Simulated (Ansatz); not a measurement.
**RbVF₃ (Pm-3m)**

Computed with Ansatz (plane waves, PAW): LDA+U, U_eff = 4.0 eV (Dudarev form) on V d, fully localised double counting, collinear spin, scalar-relativistic, 420 eV, PAW set soft_2 (made for PBE), 5×5×5 mesh, Gaussian smearing of 0.05 eV.

```
CELL_PARAMETERS angstrom
4.18200 0.00000 0.00000
0.00000 4.18200 0.00000
0.00000 0.00000 4.18200
ATOMIC_POSITIONS crystal
Rb 0.00000 0.00000 0.00000
V 0.50000 0.50000 0.50000
F 0.50000 0.50000 0.00000
F 0.00000 0.50000 0.50000
F 0.50000 0.00000 0.50000
```

The structure is that of a cell as deposited in COD, unrelaxed.

Cell and atoms stay fixed. Atoms count from 1 in the text and from 0 in parts of the program's output.

Two runs on this cell converged from different starts. The ends of their outputs, energies left out (λ are the eigenvalues of a shell's occupation matrix):

Run A:

```
Magnetization: 3.0000 μB (23.0000 up, 20.0000 down)
Absolute magnetization: 3.0181 μB (∫|ρ↑−ρ↓|, with the PAW one-centre terms)
Per-site moments (μB) at R_I (Å): [(0.00338, 1.21981), (2.28367, 0.86254), (0.04219, 0.86254), (0.02079, 0.86254), (0.04218, 0.86254)]
Fermi energy:    9.733024 eV
--- Forces (eV/Å), atoms counted from 1 ---
  atom   1  Rb     0.00000000     0.00000000     0.00000000
  atom   2  V      0.00000000     0.00000000     0.00000000
  atom   3  F      0.00000000     0.00000000     0.00000000
  atom   4  F      0.00000000     0.00000000     0.00000000
  atom   5  F      0.00000000     0.00000000     0.00000000
--- Stress (GPa, compression-positive) ---
       -2.903788       0.000000       0.000000
        0.000000       4.426538       0.000000
        0.000000       0.000000       4.428899
  P = ⅓ Tr σ = 1.9839 GPa (19.839 kbar)
--- Löwdin populations: 5 sites ---
  site symbol       q [e]    m [muB]
     0     Rb      8.1586     0.0038
     1      V     11.7536     2.8759
     2      F      7.6462     0.0428
     3      F      7.6237     0.0144
     4      F      7.6462     0.0428
--- Occupation matrices: 1 shell (run DFT+U table (all-electron-ortho-atomic); ε = 2.00e-2, under-converged) ---
  V1 d_3D up     Tr n = 3.1419  λ = 0.046 0.118 0.986 0.996 0.996
  V1 d_3D dn     Tr n = 0.2834  λ = 0.035 0.035 0.037 0.086 0.090
```

Run B:

```
Magnetization: 3.0000 μB (23.0000 up, 20.0000 down)
Absolute magnetization: 3.0507 μB (∫|ρ↑−ρ↓|, with the PAW one-centre terms)
Per-site moments (μB) at R_I (Å): [(0.00305, 1.21981), (2.25172, 0.86254), (0.01993, 0.86254), (0.01993, 0.86254), (0.01993, 0.86254)]
Fermi energy:    8.509636 eV
--- Forces (eV/Å), atoms counted from 1 ---
  atom   1  Rb     0.00000000     0.00000000     0.00000000
  atom   2  V      0.00000000     0.00000000     0.00000000
  atom   3  F      0.00000000     0.00000000     0.00000000
  atom   4  F      0.00000000     0.00000000     0.00000000
  atom   5  F      0.00000000     0.00000000     0.00000000
--- Stress (GPa, compression-positive) ---
       -3.834987       0.000000       0.000000
        0.000000      -3.834987       0.000000
        0.000000       0.000000      -3.834987
  P = ⅓ Tr σ = -3.8350 GPa (-38.350 kbar)
--- Löwdin populations: 5 sites ---
  site symbol       q [e]    m [muB]
     0     Rb      8.1570     0.0051
     1      V     11.8153     2.9346
     2      F      7.6221     0.0145
     3      F      7.6221     0.0145
     4      F      7.6221     0.0145
--- Occupation matrices: 1 shell (run DFT+U table (all-electron-ortho-atomic); ε = 3.09e-5) ---
  V1 d_3D up     Tr n = 3.2095  λ = 0.110 0.110 0.997 0.997 0.997
  V1 d_3D dn     Tr n = 0.2870  λ = 0.035 0.035 0.035 0.091 0.091
```

Q: Which run lies higher in energy, by how much, and why?

A: Run A, by 265.7 meV/atom. Run A has 3 d electrons in filled orbitals, 3 of them unpaired, the high-spin filling, a gap of 0.42 eV and a whole-number cell moment of 3 μB, as a collinear insulator must have; run B has 3 d electrons in filled orbitals, 3 of them unpaired, the high-spin filling, a gap of 2.79 eV and a whole-number cell moment of 3 μB, as a collinear insulator must have. Run A kept 8 symmetry operations, run B 48. Flag on run A: occupations loosely converged. Both fill the same number of orbitals in each spin, so they differ in which orbitals are filled. With J = 0 the Hubbard energy is (U/2) Σ λ(1 − λ), a penalty on fractional natural occupations. The sums Σ λ(1 − λ) over the cell's shells are 0.47 for run B and 0.43 for run A, which at U/2 = 2.00 eV give 0.94 and 0.87 eV per cell. The two differ by 0.08 eV, within U times the program's tolerance on the occupations (0.02), so the Hubbard term itself makes little of the difference of 1.33 eV per cell, though U shapes both states.

With one V ion in the cell, V moments can't oppose each other.

In the lower state the fixed cell carries a pressure of -3.8 GPa (the cell is larger than this level of theory would relax to); relaxing would change energies and could change the order of close states.

Run A started from: random orbitals: single harmonics, high spin, moments V2 3.00 μB, occupations held until the density converged. Run B started from atoms, symmetry kept, no search, moments V2 3.00 μB. At this level the cell was started in 11 ways. Run B holds the lowest state found for this cell, which doesn't make it the ground state. U wasn't fitted or computed for this material, so the results show what this U gives and needn't match the real solid. The program marks an occupation table as loosely converged. Gaps are Kohn–Sham gaps over the k-mesh alone and may be smaller between its points.
